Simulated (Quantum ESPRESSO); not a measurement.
# GaIn5TaRh: one run as intended and one with a planted mistake

Simulated, not a measurement. The program is pw.x of Quantum ESPRESSO 7.5 (plane-wave density functional theory). The cell is made up: eight metal atoms on a face-centred cubic lattice, with elements, volume, strain and displacements drawn at random and not relaxed, so it may be unstable or far from any real phase. PseudoDojo standard norm-conserving files set the functional (PBE unless stated); there is no spin polarisation or spin-orbit coupling, the Fermi-Dirac width of 0.25 eV means electrons at about 2900 K, and the masses in the input are unused placeholders. Heavy elements are run without spin-orbit coupling, which real alloys of them have. A spin test at this wide smearing found no moment, but such smearing suppresses magnetism that the real alloy may have.

Intended input:

```
&control calculation='scf', pseudo_dir='./dojo.nc.sr.pbe.v0_5.standard.upf', outdir='./o', disk_io='minimal', tprnfor=.true., tstress=.true. /
&system ibrav=0, nat=8, ntyp=4, nbnd=66, ecutwfc=87.97787729, nosym=.true., tot_charge=0,
 occupations='smearing', smearing='fd', degauss=0.0183746611
/
&electrons conv_thr=1.470e-08, electron_maxstep=70, mixing_beta=0.5 /
ATOMIC_SPECIES
Ga 1.0 Ga.upf
In 1.0 In.upf
Rh 1.0 Rh.upf
Ta 1.0 Ta.upf
CELL_PARAMETERS angstrom
0.0 0.0 -4.4126
-4.4126 0.0 0.0
2.2063 8.8252 2.2063
ATOMIC_POSITIONS angstrom
Ga -0.0085 -0.0381 0.1915
In -2.1815 2.0635 -0.013
Ta 0.1622 4.3017 0.1615
In -2.0137 6.5795 0.1015
In -2.3234 -0.1007 -2.0102
In -0.0517 2.1266 -2.3622
Rh -2.1004 4.6107 -2.1536
In -0.1128 6.5117 -2.3691
K_POINTS automatic
6 6 3 1 1 1
```

The log is shortened where brackets say so; the opening notice, blank lines, dates and the lines on written files are dropped, and the path of the files is cut. It prints rydbergs, bohrs and kilobars, and counts compression as positive stress. Its total energy is the free energy E - TS of the whole cell.

Log of the intended run:

```
     Program PWSCF v.7.5
     Parallel version (MPI & OpenMP), running on       4 processor cores
     Number of MPI processes:                 4
     Threads/MPI process:                     1
     [start-up lines left out]
     bravais-lattice index     =            0
     lattice parameter (alat)  =       8.3386  a.u.
     unit-cell volume          =    1159.6055 (a.u.)^3
     number of atoms/cell      =            8
     number of atomic types    =            4
     number of electrons       =       108.00
     number of Kohn-Sham states=           66
     kinetic-energy cutoff     =      87.9779  Ry
     charge density cutoff     =     351.9115  Ry
     scf convergence threshold =      1.5E-08
     mixing beta               =       0.5000
     number of iterations used =            8  plain     mixing
     Exchange-correlation= PBE
                           (   1   4   3   4   0   0   0)
     [axes and pseudopotential details left out]
   Cartesian axes
     site n.     atom                  positions (alat units)
         1        Ga     tau(   1) = (  -0.0019263  -0.0086344   0.0433984  )
         2        In     tau(   2) = (  -0.4943797   0.4676381  -0.0029461  )
         3        Ta     tau(   3) = (   0.0367584   0.9748674   0.0365997  )
         4        In     tau(   4) = (  -0.4563523   1.4910710   0.0230023  )
         5        In     tau(   5) = (  -0.5265376  -0.0228210  -0.4555591  )
         6        In     tau(   6) = (  -0.0117164   0.4819381  -0.5353306  )
         7        Rh     tau(   7) = (  -0.4760005   1.0448942  -0.4880569  )
         8        In     tau(   8) = (  -0.0255632   1.4757059  -0.5368943  )
     number of k points=    54  Fermi-Dirac smearing, width (Ry)=  0.0184
                       cart. coord. in units 2pi/alat
        k(    1) = (  -0.0833333   0.1250000  -0.0833333), wk =   0.0370370
        k(    2) = (  -0.0833333  -0.2083333  -0.0833333), wk =   0.0370370
     [further k points left out]
     Dense  grid:   129119 G-vectors     FFT dimensions: (  50,  50, 108)
     Estimated max dynamical RAM per process >     447.61 MB
     Estimated total dynamical RAM >       1.66 GB
     Initial potential from superposition of free atoms
     starting charge     107.9763, renormalised to     108.0000
     Starting wfcs are   74 randomized atomic wfcs
     total cpu time spent up to now is        5.2 secs
     per-process dynamical memory:   351.1 Mb
     Self-consistent Calculation
     iteration #  1     ecut=    87.98 Ry     beta= 0.50
     Davidson diagonalization with overlap
     ethr =  1.00E-02,  avg # of iterations =  3.2
     Threshold (ethr) on eigenvalues was too large:
     Diagonalizing with lowered threshold
     Davidson diagonalization with overlap
     ethr =  1.53E-04,  avg # of iterations =  7.1
     total cpu time spent up to now is       28.4 secs
     total energy              =   -1182.05832732 Ry
     estimated scf accuracy    <       0.19322509 Ry
     iteration #  2     ecut=    87.98 Ry     beta= 0.50
     Davidson diagonalization with overlap
     ethr =  1.79E-04,  avg # of iterations =  4.0
     total cpu time spent up to now is       41.5 secs
     total energy              =   -1181.93596085 Ry
     estimated scf accuracy    <       1.66429349 Ry
     [iterations 3 to 10 left out]
     iteration # 11     ecut=    87.98 Ry     beta= 0.50
     Davidson diagonalization with overlap
     ethr =  5.73E-10,  avg # of iterations =  2.8
     total cpu time spent up to now is      140.9 secs
     total energy              =   -1182.10909733 Ry
     estimated scf accuracy    <       0.00000005 Ry
     iteration # 12     ecut=    87.98 Ry     beta= 0.50
     Davidson diagonalization with overlap
     ethr =  4.80E-11,  avg # of iterations =  4.1
     total cpu time spent up to now is      153.3 secs
     End of self-consistent calculation
     [lines on levels left out]
!    total energy              =   -1182.10909734 Ry
     estimated scf accuracy    <          2.3E-09 Ry
     smearing contrib. (-TS)   =      -0.08572280 Ry
     internal energy E=F+TS    =   -1182.02337453 Ry
     The total energy is F=E-TS. E is the sum of the following terms:
     one-electron contribution =    -316.26280716 Ry
     hartree contribution      =     242.73704732 Ry
     xc contribution           =    -309.72539254 Ry
     ewald contribution        =    -798.77222216 Ry
     convergence has been achieved in  12 iterations
     Forces acting on atoms (cartesian axes, Ry/au):
     atom    1 type  1   force =    -0.01152415   -0.01036438   -0.00476696
     atom    2 type  2   force =    -0.00223438    0.05943232   -0.00979845
     atom    3 type  4   force =     0.00789120    0.00253279   -0.02696751
     atom    4 type  2   force =    -0.06189846   -0.05849215   -0.04580170
     atom    5 type  2   force =     0.02308965    0.01322567   -0.01969303
     atom    6 type  2   force =     0.00399469    0.04809133    0.03858957
     atom    7 type  3   force =    -0.01903953   -0.01510792   -0.00127274
     atom    8 type  2   force =     0.05972100   -0.03931766    0.06971081
     Total force =     0.171816     Total SCF correction =     0.000157
     Computing stress (Cartesian axis) and pressure
          total   stress  (Ry/bohr**3)                   (kbar)     P=       13.93
   0.00003278   0.00002344   0.00007461            4.82        3.45       10.98
   0.00002344   0.00015753  -0.00001166            3.45       23.17       -1.72
   0.00007461  -0.00001166   0.00009385           10.98       -1.72       13.81
     init_run     :      4.93s CPU      5.13s WALL (       1 calls)
     electrons    :    145.23s CPU    148.13s WALL (       1 calls)
     forces       :      2.23s CPU      2.28s WALL (       1 calls)
     stress       :      7.76s CPU      8.07s WALL (       1 calls)
     [timing details left out]
     PWSCF        :   2m40.26s CPU   2m43.78s WALL
     JOB DONE.
```

A second run has one planted mistake: two atoms have their elements exchanged. The input lines that differ:

```
- Ga -0.0085 -0.0381 0.1915
+ In -0.0085 -0.0381 0.1915
- In -0.1128 6.5117 -2.3691
+ Ga -0.1128 6.5117 -2.3691
```

Its log:

```
     Program PWSCF v.7.5
     Parallel version (MPI & OpenMP), running on       4 processor cores
     Number of MPI processes:                 4
     Threads/MPI process:                     1
     [start-up lines left out]
     bravais-lattice index     =            0
     lattice parameter (alat)  =       8.3386  a.u.
     unit-cell volume          =    1159.6055 (a.u.)^3
     number of atoms/cell      =            8
     number of atomic types    =            4
     number of electrons       =       108.00
     number of Kohn-Sham states=           66
     kinetic-energy cutoff     =      87.9779  Ry
     charge density cutoff     =     351.9115  Ry
     scf convergence threshold =      1.5E-08
     mixing beta               =       0.5000
     number of iterations used =            8  plain     mixing
     Exchange-correlation= PBE
                           (   1   4   3   4   0   0   0)
     [axes and pseudopotential details left out]
   Cartesian axes
     site n.     atom                  positions (alat units)
         1        In     tau(   1) = (  -0.0019263  -0.0086344   0.0433984  )
         2        In     tau(   2) = (  -0.4943797   0.4676381  -0.0029461  )
         3        Ta     tau(   3) = (   0.0367584   0.9748674   0.0365997  )
         4        In     tau(   4) = (  -0.4563523   1.4910710   0.0230023  )
         5        In     tau(   5) = (  -0.5265376  -0.0228210  -0.4555591  )
         6        In     tau(   6) = (  -0.0117164   0.4819381  -0.5353306  )
         7        Rh     tau(   7) = (  -0.4760005   1.0448942  -0.4880569  )
         8        Ga     tau(   8) = (  -0.0255632   1.4757059  -0.5368943  )
     number of k points=    54  Fermi-Dirac smearing, width (Ry)=  0.0184
                       cart. coord. in units 2pi/alat
        k(    1) = (  -0.0833333   0.1250000  -0.0833333), wk =   0.0370370
        k(    2) = (  -0.0833333  -0.2083333  -0.0833333), wk =   0.0370370
     [further k points left out]
     Dense  grid:   129119 G-vectors     FFT dimensions: (  50,  50, 108)
     Estimated max dynamical RAM per process >     447.61 MB
     Estimated total dynamical RAM >       1.66 GB
     Initial potential from superposition of free atoms
     starting charge     107.9763, renormalised to     108.0000
     Starting wfcs are   74 randomized atomic wfcs
     total cpu time spent up to now is        5.7 secs
     per-process dynamical memory:   351.1 Mb
     Self-consistent Calculation
     iteration #  1     ecut=    87.98 Ry     beta= 0.50
     Davidson diagonalization with overlap
     ethr =  1.00E-02,  avg # of iterations =  3.4
     Threshold (ethr) on eigenvalues was too large:
     Diagonalizing with lowered threshold
     Davidson diagonalization with overlap
     ethr =  1.54E-04,  avg # of iterations =  7.0
     total cpu time spent up to now is       29.8 secs
     total energy              =   -1182.04820567 Ry
     estimated scf accuracy    <       0.19397360 Ry
     iteration #  2     ecut=    87.98 Ry     beta= 0.50
     Davidson diagonalization with overlap
     ethr =  1.80E-04,  avg # of iterations =  3.8
     total cpu time spent up to now is       42.9 secs
     total energy              =   -1181.94664737 Ry
     estimated scf accuracy    <       1.20182232 Ry
     [iterations 3 to 10 left out]
     iteration # 11     ecut=    87.98 Ry     beta= 0.50
     Davidson diagonalization with overlap
     ethr =  1.01E-09,  avg # of iterations =  2.5
     total cpu time spent up to now is      136.0 secs
     total energy              =   -1182.09800303 Ry
     estimated scf accuracy    <       0.00000005 Ry
     iteration # 12     ecut=    87.98 Ry     beta= 0.50
     Davidson diagonalization with overlap
     ethr =  4.82E-11,  avg # of iterations =  4.5
     total cpu time spent up to now is      148.6 secs
     End of self-consistent calculation
     [lines on levels left out]
!    total energy              =   -1182.09800304 Ry
     estimated scf accuracy    <          4.3E-09 Ry
     smearing contrib. (-TS)   =      -0.08790589 Ry
     internal energy E=F+TS    =   -1182.01009715 Ry
     The total energy is F=E-TS. E is the sum of the following terms:
     one-electron contribution =    -316.26685247 Ry
     hartree contribution      =     242.73590168 Ry
     xc contribution           =    -309.70692420 Ry
     ewald contribution        =    -798.77222216 Ry
     convergence has been achieved in  12 iterations
     Forces acting on atoms (cartesian axes, Ry/au):
     atom    1 type  2   force =    -0.01680866   -0.03194715   -0.01438492
     atom    2 type  2   force =    -0.00303838    0.07515190   -0.01206498
     atom    3 type  4   force =     0.00642048    0.02494325   -0.01384653
     atom    4 type  2   force =    -0.04343364   -0.06983012   -0.02692759
     atom    5 type  2   force =     0.02803292   -0.00575445   -0.01013930
     atom    6 type  2   force =     0.00377337    0.06894975    0.04702201
     atom    7 type  3   force =    -0.00753459   -0.00303981   -0.00330725
     atom    8 type  1   force =     0.03258850   -0.05847337    0.03364856
     Total force =     0.171018     Total SCF correction =     0.000249
     Computing stress (Cartesian axis) and pressure
          total   stress  (Ry/bohr**3)                   (kbar)     P=       11.84
   0.00001689  -0.00000592   0.00005229            2.48       -0.87        7.69
  -0.00000592   0.00015009  -0.00000352           -0.87       22.08       -0.52
   0.00005229  -0.00000352   0.00007442            7.69       -0.52       10.95
     init_run     :      5.34s CPU      5.58s WALL (       1 calls)
     electrons    :    141.18s CPU    142.99s WALL (       1 calls)
     forces       :      1.98s CPU      2.00s WALL (       1 calls)
     stress       :      6.77s CPU      6.89s WALL (       1 calls)
     [timing details left out]
     PWSCF        :   2m35.37s CPU   2m37.61s WALL
     JOB DONE.
```

|  | intended run | run with the mistake |
| --- | --- | --- |
| free energy (eV) | -16083.414 | -16083.263 |
| entropy term -TS, part of it (eV) | -1.166 | -1.196 |
| pressure (GPa) | 1.39 | 1.18 |
| size of the largest force component (eV/Å) | 1.792 | 1.932 |
| largest change of a force component (eV/Å) |  | 0.927 |
| iterations | 12 | 12 |

For scale, a rerun of the intended cell at a higher cutoff and on a denser mesh moved values by no more than 0.014 eV in energy, 0.06 GPa in stress and 0.007 eV/Å in force, and a second program with other atomic files agreed on that cell to 2 % rms in force and 0.5 GPa in pressure.